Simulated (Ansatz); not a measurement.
Input:

TePd (CsCl type, Pm-3m), a = b = c = 3.3923 Å, α = β = γ = 90.00°.

This is the PBEsol-relaxed structure.

Q: All from plane-wave PAW PBEsol (Ansatz code), unless another level is named. Estimate the Young's modulus.

A: 60.7 GPa.

Q: And the elastic constants (relaxed ions, GPa)?

A: C11 = 135, C12 = 116, C44 = 36.0.

A made-up cell: these elements were put on the sites of a structure type; neither database checked (COD, Materials Project) lists it. COD files the formula under space group No. 194. Whether it is the stable phase at ambient conditions was not checked. The cell was relaxed with PBEsol under the symmetry of its start; whether a distortion lowers the energy is not shown. The run is not spin-polarised. As this level gives no gap, shear constants depend on the k-mesh and smearing (Fermi–Dirac, 0.1 eV here). Spin–orbit coupling is left out wherever it is not named.

Potentials: the earlier of the program's two PAW sets. The files were generated under PBE; for other functionals the program regenerates the frozen cores, and for LDA and PBEsol the local potential too.
